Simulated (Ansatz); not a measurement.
Relaxation of a relaxed SnSe cell displaced along its unstable phonon at q = (0, 0, ½) of its primitive reciprocal cell (58i cm⁻¹), largest move 0.15 Å; 4 atoms in the cell, which starts as Pmma (No. 51), oP4; a = 6.076 Å, b = 4.088 Å, c = 4.088 Å, α = 90.00°, β = 90.00°, γ = 90.00°. Method: PBEsol (plane waves to 420 eV, PAW, scalar-relativistic; Ansatz, an electronic-structure program). Γ-centred k-mesh 8×8×6 on the run's cell (coarser than for final values), Fermi–Dirac smearing 0.05 eV. This is the first round of the run. 

The optimiser's lines from the output (shortened; P is positive under compression):

```
relax step   1: F+E_penalty+E_count = -22749.01845202 eV  Δ(F+E_penalty+E_count) = +0.000e0 eV  max|allowed force component| = 1.067e-1 eV/Å  Δτ_max = 0.0000 Å  P = +1.391 GPa  Ω = 101.549 Å³  (9 SCF iters, dr2 threshold 1.00e-7 eV, accepted)
relax step   2: F+E_penalty+E_count = -22749.05542080 eV  Δ(F+E_penalty+E_count) = -3.697e-2 eV  max|allowed force component| = 1.780e-1 eV/Å  Δτ_max = 0.0442 Å  P = -0.640 GPa  Ω = 104.831 Å³  (7 SCF iters, dr2 threshold 4.00e-7 eV, accepted)
relax step   3: F+E_penalty+E_count = -22749.08026161 eV  Δ(F+E_penalty+E_count) = -2.484e-2 eV  max|allowed force component| = 1.035e-1 eV/Å  Δτ_max = 0.0230 Å  P = -0.282 GPa  Ω = 104.307 Å³  (6 SCF iters, dr2 threshold 4.00e-7 eV, accepted)
relax step   4: F+E_penalty+E_count = -22749.08588066 eV  Δ(F+E_penalty+E_count) = -5.619e-3 eV  max|allowed force component| = 5.466e-2 eV/Å  Δτ_max = 0.0499 Å  P = -0.095 GPa  Ω = 105.274 Å³  (7 SCF iters, dr2 threshold 4.00e-7 eV, accepted)
relax step   5: F+E_penalty+E_count = -22749.08913045 eV  Δ(F+E_penalty+E_count) = -3.250e-3 eV  max|allowed force component| = 1.615e-2 eV/Å  Δτ_max = 0.0396 Å  P = +0.054 GPa  Ω = 105.185 Å³  (7 SCF iters, dr2 threshold 1.87e-7 eV, accepted)
relax step   6: F+E_penalty+E_count = -22749.08930227 eV  Δ(F+E_penalty+E_count) = -1.718e-4 eV  max|allowed force component| = 3.256e-3 eV/Å  Δτ_max = 0.0020 Å  P = +0.006 GPa  Ω = 105.211 Å³  (6 SCF iters, dr2 threshold 8.78e-8 eV, accepted)
relax step   7: F+E_penalty+E_count = -22749.08931124 eV  Δ(F+E_penalty+E_count) = -8.963e-6 eV  max|allowed force component| = 2.698e-4 eV/Å  Δτ_max = 0.0018 Å  P = +0.003 GPa  Ω = 105.281 Å³  (9 SCF iters, accepted)
relax step   8: F+E_penalty+E_count = -22749.08964096 eV  Δ(F+E_penalty+E_count) = -3.297e-4 eV  max|allowed force component| = 1.405e-4 eV/Å  Δτ_max = 0.0000 Å  P = +0.004 GPa  Ω = 105.281 Å³  stress off target by 7.39e-3 GPa  SCF on the basis re-selected at this cell (its energy is not comparable with the rows above)  (9 SCF iters)
```

From the first to the last row the energy changes by -0.02 eV/atom and the volume by +3.7 %. The last row is marked as not comparable with the walk above it, whose basis was carried along; it does compare with step 1, since both stand on a basis selected at the nominal cutoff for their own cell.

Later rounds, restarted from the end of this one on a renewed k-mesh, logged 6 more steps and released under 0.01 eV/atom more. The final structure after all rounds: Pmma (No. 51), oP4; a = 5.9940 Å, b = 4.0153 Å, c = 4.3706 Å, α = 90.00°, β = 90.00°, γ = 90.00°. Between re-selections the logged energies stand on a plane-wave basis carried along with the cell. No spin polarisation in the result.

The run could not lose the symmetry of its start: the end is stationary, and may be a saddle point rather than a minimum.

The relaxed structure here is a generated cell of SnSe: the first start was made by placing the elements on the sites of a structure type, and the end was not matched to a known phase here, so it may be hypothetical. Known forms of SnSe include space group No. 62.
